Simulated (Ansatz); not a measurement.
GaSb:
```
CELL_PARAMETERS angstrom
      7.57041     0.00000     0.00000
      0.00000     7.57041     0.00000
      0.00000     0.00000     7.57041
ATOMIC_POSITIONS crystal
  Ga 0.25000 0.00000 0.50000
  Ga 0.50000 0.25000 0.00000
  Ga 0.50000 0.75000 0.00000
  Ga 0.75000 0.00000 0.50000
  Ga 0.00000 0.50000 0.75000
  Ga 0.00000 0.50000 0.25000
  Sb 0.25000 0.50000 0.00000
  Sb 0.00000 0.25000 0.50000
  Sb 0.00000 0.75000 0.50000
  Sb 0.75000 0.50000 0.00000
  Sb 0.50000 0.00000 0.75000
  Sb 0.50000 0.00000 0.25000
```

Relaxed with r²SCAN. Special points in fractions of this cell's reciprocal vectors: Γ (0.000, 0.000, 0.000); X (0.000, 0.500, 0.000); M (0.500, 0.500, 0.000); R (0.500, 0.500, 0.500).

Task: List the band energies nearest the valence-band maximum at these points for the program Ansatz at the r²SCAN with spin–orbit coupling level (PAW).

Result: In eV from the valence-band maximum; about four levels below and three above (degenerate sets whole), none deeper than 8.9 eV; points with the same levels are listed once.

| k | below | above |
|---|---|---|
| Γ | 0.00 0.00 0.00 0.00 | 0.10 0.10 0.44 0.44 0.44 0.44 |
| X | -0.51 -0.51 -0.51 -0.51 | 0.40 0.40 0.40 0.40 |
| M | -1.03 -1.03 -0.59 -0.59 | 1.12 1.12 1.26 1.26 |
| R | -1.78 -1.78 -1.78 -1.78 -1.78 -1.78 -1.78 -1.78 | 2.20 2.20 2.20 2.20 2.20 2.20 2.20 2.20 |

Space group Pm-3n. The start of the workflow was typed in or built on a structure type; neither database checked (COD, Materials Project) lists it. It is not the phase usual at ambient conditions (space group No. 216). The cell was relaxed with r²SCAN under the symmetry of its start; whether a distortion lowers the energy is not shown. The volume moved by 29 % from the start of the relaxation.

Potentials: the earlier of the program's two PAW sets. The files were generated under PBE; for other functionals the program regenerates the frozen cores, and for LDA and PBEsol the local potential too.
